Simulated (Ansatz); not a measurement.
The slice is one period of a {110} plane through atoms; its size isn't given.

The numbers are results of PBE (plane waves to 420 eV, PAW, scalar-relativistic; Ansatz, a quantum-chemistry and plane-wave program), not measurements. Inside the PAW spheres the values are not all-electron values, and peaks at nuclei hang on which shells count as valence.

```
|******++==----------------==++****|
|****++++====--========--====++++**|
|++++++========++++++++========++++|
|============++########++==========|
|----------==**%%@@@@%%**==--------|
|::::::----++##%%@@@@%%##++----::::|
|::::::::--==**%%@@@@%%**==--::::::|
|......::--==++########++==--::....|
|  ....::::--==++++++++==--::::....|
|    ....::::----====----::::....  |
|      ....::::::----::::::....    |
|        ....::::::::::::....      |
|        ....................      |
|            ............          |
|                                  |
|........                    ......|
|::::......                ......::|
|::::::::....            ....::::::|
|------::::..            ..::::----|
|======--::::..        ..::::--====|
|++++====--::....    ....::--====++|
|****++==----::........::----==++**|
|******++==--::::....::::--==++****|
|******++==----::::::::----==++****|
```
Scale: ten equal steps from -1.46 (start of ' ') to 1.67 (end of '@'), in the order ' .:-=+*#%@'. Values: log₁₀ of the valence density in e/Å³. The map has 17 points along u (two characters each, u = 0 at the left) and 24 along v (v = 0 in the bottom row). The scale is logarithmic, as a density can span decades between atoms and voids.

```
|xxxx%%@@@@##--::::::::--##@@@@%%xx|
|xx##@@@@%%++::::::::::::++%%@@@@##|
|@@@@@@@@**--::........::--**@@@@@@|
|@@@@@@**--::..  xxxx  ..::--**@@@@|
|%%##**==::..  xxxxxxxx  ..::==**##|
|++++==::::..  xxxxxxxx  ..::::==++|
|----::::::..  xxxxxxxx  ..::::::--|
|........::::..  xxxx  ..::::......|
|    ....::::::........::::::....  |
|      ....::::::::::::::::....    |
|        ......::::::::......      |
|          ................        |
|            ............          |
|                                  |
|                                  |
|......                        ....|
|--::::..                    ..::::|
|++++==--..                ..--==++|
|%%##**++--..            ..--++**##|
|@@@@%%##++--..        ..--++##%%@@|
|@@@@@@%%##++::        ::++##%%@@@@|
|xx##%%%%%%**--..    ..--**%%%%%%##|
|xxxx##@@%%##==::....::==##%%@@##xx|
|xxxxxx@@@@##==::....::==##@@@@xxxx|
```
Scale: ten equal steps from 0.01 (start of ' ') to 0.85 (end of '@'), in the order ' .:-=+*#%@'. Values: electron localisation function (ELF). The map has 17 points along u (two characters each, u = 0 at the left) and 24 along v (v = 0 in the bottom row). Points within 0.4 Å of a nucleus are blanked (x), as the pseudised field means little there.

Task: Which relaxed crystal do these maps come from?
A) BAs (zinc blende)
B) CdTe (zinc blende)
C) GaSb (zinc blende)
D) GaN (zinc blende)

Result: D, GaN (zinc blende). Atoms on the slice: N at (0.00, 0.00); Ga at (0.50, 0.75)

All were relaxed with their symmetry unable to fall. At this level the bands of GaSb touch or barely overlap; measurements give the solid a gap. Spin-orbit coupling is left out. The PAW data are Ansatz's earlier set.
